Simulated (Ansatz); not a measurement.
Input:

Starting cell, TiB2 (AlB2 type, space group P6/mmm):

```
CELL_PARAMETERS angstrom
      3.02469     0.00000     0.00000
     -1.51235     2.61946     0.00000
      0.00000     0.00000     3.22263
ATOMIC_POSITIONS crystal
  Ti 0.00000 0.00000 0.00000
  B  0.33333 0.66667 0.50000
  B  0.66667 0.33333 0.50000
```

In each cell atom 3 (B, nearest neighbour B at 1.746 Å; its periodic images, 3.0 Å or more away, move with it) moves by s·(0.577, 0.577, 0.577) (along Cartesian [111]), the rest being held.

All values below come from r2SCAN (plane waves to 500 eV, PAW, scalar-relativistic; Ansatz, a first-principles code). k mesh 14×14×12 (Γ-centred), Fermi-Dirac smearing 0.05 eV. Energies are smeared free energies. With partly filled bands, energies and forces of such displacements shift with the k mesh and the smearing. TiB2 is run without spin polarisation. TiB2 was relaxed with its symmetry unable to fall. ΔE is measured from the undisplaced structure.

The scan covers s from -0.520 to 0.520 Å in 11 points.

Task: Is the energy the same for displacements of ±0.520 Å, and if not, which side lies higher?

Result: Not even: the positive side lies higher at ±0.520 Å. With its periodic images moving along, the atom's site symmetry in this cell is -6m2.

Task: What is the energy change at s = 0.520 Å?

Result: 2661 meV/cell.

Task: What is the force constant k = d²E/ds² of this move at s = 0?

Result: 16.2 eV/Å².

(For displaced atoms, the force is minus the slope of the energy, and its curvature is a force constant, which sets phonon frequencies.)
